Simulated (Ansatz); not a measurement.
Relaxed KTaO$_{3}$ (cubic perovskite):

```yaml
crystal:
  lattice:
    - [4.02318, 0.00000, 0.00000]
    - [0.00000, 4.02318, 0.00000]
    - [0.00000, 0.00000, 4.02318]
  atoms:
    - { symbol: K, position: [0.00000, 0.00000, 0.00000] }
    - { symbol: Ta, position: [0.50000, 0.50000, 0.50000] }
    - { symbol: O, position: [0.00000, 0.50000, 0.50000] }
    - { symbol: O, position: [0.50000, 0.50000, 0.00000] }
    - { symbol: O, position: [0.50000, 0.00000, 0.50000] }
```

In this cell atom 1 (K, nearest neighbour O at 2.845 Å; its periodic images, 4.0 Å or more away, move with it) is moved by s along Cartesian x, unit vector (1.000, 0.000, 0.000); all other atoms and the cell stay fixed.

Computed with PBE (plane waves to 420 eV, PAW, scalar-relativistic; Ansatz, a program for electronic structure). k mesh 7×7×7 (Γ-centred), Fermi-Dirac smearing 0.05 eV. Energies are smeared free energies. KTaO3 is run without spin polarisation. KTaO3 was relaxed with its symmetry unable to fall. Spin-orbit coupling is left out, though Ta is heavy. The PAW data are Ansatz's earlier set. The zero of ΔE is the undisplaced structure.

```json
[
 {"s (Å)": "-0.280", "ΔE (meV/cell)": "withheld"},
 {"s (Å)": "-0.224", "ΔE (meV/cell)": "96.1"},
 {"s (Å)": "-0.168", "ΔE (meV/cell)": "53.7"},
 {"s (Å)": "-0.112", "ΔE (meV/cell)": "23.8"},
 {"s (Å)": "-0.056", "ΔE (meV/cell)": "5.9"},
 {"s (Å)": "0.000", "ΔE (meV/cell)": "0.0"},
 {"s (Å)": "0.056", "ΔE (meV/cell)": "5.9"},
 {"s (Å)": "0.112", "ΔE (meV/cell)": "23.8"},
 {"s (Å)": "0.168", "ΔE (meV/cell)": "53.7"},
 {"s (Å)": "0.224", "ΔE (meV/cell)": "96.1"},
 {"s (Å)": "0.280", "ΔE (meV/cell)": "withheld"}
]
```

Fit an even polynomial form (powers 2, 4) to the given rows and predict ΔE at s = 0.280.

Least squares on the 9 given rows: ΔE = (1888)·s² + (542.2)·s⁴, in meV/cell with s in Å; root-mean-square residual 0.02 meV/cell. At 0.280 the fit gives 151.4 meV/cell; the calculation gives 151.3 meV/cell, so the extrapolation is off by 0.1 (+0.1 %). The quadratic term alone would give 148.0 meV/cell.

(A displaced cell: forces are minus the slopes of the energy, force constants its curvatures, and phonons follow from these.)
